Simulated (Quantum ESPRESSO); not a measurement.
OsRe2NbRu2Sn2, one composition in several site orders

Simulated, not a measurement. The program is pw.x of Quantum ESPRESSO 7.5 (plane-wave density functional theory). The cell is made up: eight metal atoms on a face-centred cubic lattice, with elements, volume, strain and displacements drawn at random and not relaxed, so it may be unstable or far from any real phase. PseudoDojo standard norm-conserving files set the functional (PBE unless stated); there is no spin polarisation or spin-orbit coupling, the Fermi-Dirac width of 0.25 eV means electrons at about 2900 K, and the masses in the input are unused placeholders. The tin pseudopotential is less sure than most, with forces differing by about three percent from a second method on plain tin. Heavy elements are run without spin-orbit coupling, which real alloys of them have. A spin test at this wide smearing found no moment, but such smearing suppresses magnetism that the real alloy may have.

The runs put one composition on the sites in different orders. Cell, positions, cutoff, mesh and smearing stay as in the input of run 1; sites are counted in its order. Stress in the tables is positive in tension.

Input of run 1:

```
&control calculation='scf', pseudo_dir='./dojo.nc.sr.pbe.v0_5.standard.upf', outdir='./o', disk_io='minimal', tprnfor=.true., tstress=.true. /
&system ibrav=0, nat=8, ntyp=5, nbnd=76, ecutwfc=84.00895049, nosym=.true., tot_charge=0,
 occupations='smearing', smearing='fd', degauss=0.0183746611
/
&electrons conv_thr=1.470e-08, electron_maxstep=70, mixing_beta=0.5 /
ATOMIC_SPECIES
Nb 1.0 Nb.upf
Os 1.0 Os.upf
Re 1.0 Re.upf
Ru 1.0 Ru.upf
Sn 1.0 Sn.upf
CELL_PARAMETERS angstrom
-3.9562 0.0 0.0
0.0 -3.9562 3.9562
0.0 5.9343 1.9781
ATOMIC_POSITIONS angstrom
Os -0.0606 0.0205 -0.049
Re 0.0052 1.9644 1.9296
Nb 0.0625 -1.9884 1.9468
Re -0.0288 0.0894 3.9885
Ru -2.0732 3.8395 2.0039
Sn -1.9282 -0.0177 1.9623
Ru -1.9843 1.9918 3.9495
Sn -1.9478 -2.0146 3.9316
K_POINTS automatic
6 5 4 1 1 1
```

```
run  elements on sites 1 to 8  free energy less that of run 1 (eV)  -TS (eV)  pressure (GPa)  stress xx (GPa)  stress yy (GPa)  stress zz (GPa)  stress yz (GPa)  stress xz (GPa)  stress xy (GPa)  iterations
  1   Os Re Nb Re Ru Sn Ru Sn                                0.000    -1.452           15.30           -18.14           -13.57           -14.18             7.23            -0.54            -0.67          15
  2   Sn Nb Sn Re Ru Re Os Ru                               -0.497    -1.472           15.54            -9.38           -18.90           -18.33             4.48             0.19             0.18          15
  3   Sn Re Re Nb Ru Sn Os Ru                               -0.510    -1.412           14.84           -15.50            -9.31           -19.71            -0.05             0.60            -1.22          17
  4   Sn Re Sn Ru Re Os Ru Nb                               -0.172    -1.440           15.54           -14.86           -15.37           -16.39             7.49             0.50             0.78          17
  5   Re Ru Os Sn Sn Re Ru Nb                               -0.459    -1.555           15.48           -17.45           -10.88           -18.12            -2.24            -0.22             0.66          16
  6   Os Sn Ru Re Sn Re Nb Ru                                0.208    -1.479           15.69           -15.94           -20.01           -11.11             2.92            -0.96            -0.41          17
```

Forces Fx Fy Fz (eV/Å):

| site | run 1 | run 2 | run 3 | run 4 | run 5 | run 6 |
| --- | --- | --- | --- | --- | --- | --- |
| 1 | 0.90 -1.41 -0.50 | 0.70 -0.90 0.22 | 0.89 0.14 -0.62 | 0.82 -1.79 0.16 | 0.22 1.37 1.38 | 0.28 -0.08 -0.10 |
| 2 | -0.02 0.81 1.24 | -0.15 0.20 0.08 | -0.14 2.36 1.38 | -0.07 -0.18 1.21 | -0.34 -0.66 0.40 | -0.45 -2.09 -0.99 |
| 3 | -0.81 -1.21 -1.22 | -0.78 1.08 0.73 | -0.43 -1.07 -0.67 | -1.09 0.63 -0.10 | -0.79 -0.27 0.69 | -0.75 1.33 2.11 |
| 4 | 0.54 0.66 1.03 | 0.07 -0.89 -0.77 | 0.44 -2.15 -0.07 | 0.20 -0.28 -0.44 | 0.19 -0.19 -2.50 | -0.15 -1.32 -2.14 |
| 5 | 0.70 1.14 -1.11 | 0.93 0.76 -1.12 | 0.89 -0.70 -0.47 | 1.16 -0.19 -1.79 | 1.43 1.17 1.85 | 1.41 3.81 -0.64 |
| 6 | -0.68 0.54 0.02 | -0.52 0.60 1.41 | -1.05 -0.26 1.08 | -0.64 0.81 0.73 | -0.45 0.77 -0.71 | -0.20 -0.95 1.07 |
| 7 | -0.17 -1.01 0.00 | 0.21 -1.84 -0.77 | -0.06 0.92 -0.92 | 0.19 -1.14 -1.07 | 0.16 -0.56 0.05 | 0.18 -0.80 2.30 |
| 8 | -0.46 0.49 0.53 | -0.44 0.99 0.21 | -0.54 0.76 0.28 | -0.58 2.13 1.29 | -0.42 -1.63 -1.17 | -0.32 0.11 -1.61 |

The sites are displaced and not relaxed, so the energy differences hold strain from misfit and are not ordering energies. A rerun of one cell of this series at a higher cutoff and on a denser mesh moved values by no more than 0.003 eV in energy, 0.05 GPa in stress and 0.007 eV/Å in force, and a second program with other atomic files agreed on that cell to 2 % rms in force and 0.5 GPa in pressure.